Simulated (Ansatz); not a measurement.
TiC (rock salt, Fm-3m) under volume change, the program Ansatz at the PBE level (PAW), scaled uniformly.

| V (Å³/atom) | E − E(relaxed) (meV/atom) | P (GPa) |
|---|---|---|
| 9.251 | 75.1 | 28.48 |
| 9.556 | 31.6 | 17.51 |
| 9.861 | 7.5 | 8.09 |
| 10.166 | 0.0 | -0.01 |
| 10.471 | 6.8 | -6.98 |
| 10.776 | 25.9 | -12.97 |
| 11.081 | 55.7 | -18.12 |

Q: What does a third-order Birch–Murnaghan fit give for V₀, B₀ and B′?

A: V₀ = 10.17 Å³/atom, B₀ = 250 GPa, B′ = 4.0.

Symmetry was held in the PBE relaxation. The run is not spin-polarised.

Potentials: the earlier of the program's two PAW sets.
